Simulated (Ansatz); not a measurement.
AlGa₂P₃ as one 6-atom ordering (P3m1) on the zincblende lattice was put through Ansatz (plane waves). The cell was relaxed beforehand with r2SCAN.

The cell given to it:
```
Al Ga P
1.0
     3.86138    0.00000    0.00000
    -1.93069    3.34405    0.00000
     0.00000    0.00000    9.45881
Al Ga P
1 2 3
Direct
  0.00000 0.00000 0.99970
  0.66667 0.33333 0.66630
  0.33333 0.66667 0.33386
  0.66667 0.33333 0.91662
  0.33333 0.66667 0.58328
  0.00000 0.00000 0.25024
```

Abridged output:
```
scf.n_extra_bands = 5 over 22 filled bands (N_el = 44.0): the run solves 27 bands
Functional definition: r2SCAN
Crystal: 6 atoms, lattice volume = 122.138 Å³
Basis set: ecut = 500 eV, 3125 PW (Γ)
Symmetry: 6 space group operations
Space group: P3m1 (ITA 156)
k-points: 69 of 576 (time reversal used)
SCF 1 converged in 7 iterations: F = -10402.024432 eV  dr2 = 5.33e-8
SCF converged after 7 iterations
Free energy (F): -10402.024432 eV
Fermi energy:    6.199583 eV
--- Per-component energies (eV) ---
  E_band       = -144.988002
  E_kinetic    = 464.819858
  E_local      = -5233.270104
  E_nonlocal   = 964.419157
  E_hartree    = 2433.450304
  E_xc         = -337.535046
  E_vxc        = -346.184281
  E_paw        = -6208.953597
  E_vpaw       = -877.773688
  E_vtau       = 16.094390
  E_ewald      = -2483.316150
  E_core_change = -1.638774
--- Forces (eV/Å), atoms counted from 1 ---
  atom   1  Al      0.00000      0.00000      0.00210
  atom   2  Ga      0.00000      0.00000    -0.00418
  atom   3  Ga      0.00000      0.00000      0.00024
  atom   4  P       0.00000      0.00000    -0.00297
  atom   5  P       0.00000      0.00000      0.00365
  atom   6  P       0.00000      0.00000      0.00122
--- Stress (GPa, compression-positive) ---
        0.025016       0.000000       0.000000
        0.000000       0.025016       0.000000
        0.000000       0.000000       0.008787
  P = ⅓ Tr σ = 0.0196 GPa (0.196 kbar)
--- Band table (eV; the first three rows and the last of 69) ---
  k-point 0: bands = […, 5.2307, 5.4193, 5.4193, 6.1729, 6.1996, 6.1996, 8.5961, 8.6054, 9.6166, 10.6017, …]
  k-point 1: bands = […, 5.1575, 5.4043, 5.5629, 5.5629, 6.1112, 6.1112, 8.5238, 8.9429, 9.8181, 10.7623, …]
  k-point 2: bands = […, 5.1149, 5.1149, 5.7261, 5.7261, 5.9730, 5.9730, 8.4938, 9.1559, 9.8433, 11.0444, …]
  k-point 68: bands = […, 2.5422, 2.5700, 2.6505, 3.7738, 3.7848, 3.8343, 10.2277, 10.5772, 10.7120, 10.9946, …]
```

bands.tsv, columns around the gap (it counts bands from 0):
```tsv
# k_distance	band_17	band_18	band_19	band_20	band_21	band_22	band_23	band_24	band_25
# fermi_ev = 6.199583
# [0, 0, 0] at k_distance = 0.000000
# [0.5, 0, 0] at k_distance = 0.939457
# [0.3333333333, 0.3333333333, 0] at k_distance = 1.481853
# [0, 0, 0.5] at k_distance = 2.616350
# [0.5, 0, 0.5] at k_distance = 3.555807
# [0.3333333333, 0.3333333333, 0.5] at k_distance = 4.098203
# [0, 0.5, 0] at k_distance = 4.734211
# levels_relative_to = fermi_ev
0.000	-0.780	-0.780	-0.027	0.000	0.000	2.397	2.406	3.417	4.402
0.939	-2.608	-2.530	-2.354	-1.604	-1.513	1.877	2.265	3.186	3.410
1.482	-3.991	-3.980	-1.904	-1.862	-1.860	2.743	2.782	3.236	6.305
2.616	-1.085	-0.473	-0.473	-0.227	-0.227	2.294	2.956	3.644	4.845
3.556	-3.194	-2.354	-2.256	-1.063	-1.060	2.216	2.426	2.577	3.985
4.098	-3.630	-3.549	-2.426	-2.415	-2.365	4.028	4.378	4.512	4.795
4.734	-2.608	-2.530	-2.354	-1.604	-1.513	1.877	2.265	3.186	3.410
```
In order the rows are Γ, M, K, A, L, H, M.

Task: Write the input file that gave this output.

Result:
```yaml
crystal:
  # lattice and atoms as above
kpoints:
  mp_grid: { grid: [12, 12, 4] }
  band_path:
    path:
      - [0.0, 0.0, 0.0]
      - [0.5, 0.0, 0.0]
      - [0.3333333333, 0.3333333333, 0.0]
      - [0.0, 0.0, 0.5]
      - [0.5, 0.0, 0.5]
      - [0.3333333333, 0.3333333333, 0.5]
      - [0.0, 0.5, 0.0]
    npoints: 1
hamiltonian:
  xc: r2scan
scf:
  occupations: { method: fixed }
  n_extra_bands: 5
output:
  forces: true
  stress: true
  eigenvalues: true
```
A single point prints forces and stress when the output block asks for them. The term E_vtau belongs to a meta-GGA, which reads the kinetic-energy density. Keys that only write grids to files are left aside. Keys that aren't typed take their defaults; thresholds and the kind of smearing can't be read off these lines.

Command: `ansatz run input.yaml --threads 4 --pin off --max-ram 6451MiB --backend cpu --events-out ev --progress --plain --runs-dir out`.

Task: It took 9.5 s on 4 threads of INTEL(R) XEON(R) PLATINUM 8581C CPU @ 2.10GHz (Emerald Rapids) (shared host). What peak of host memory did it reach?

Result: About 0.8 GiB.

These are computed values for a spin-unpolarised cell that may be hypothetical; none is a measurement.
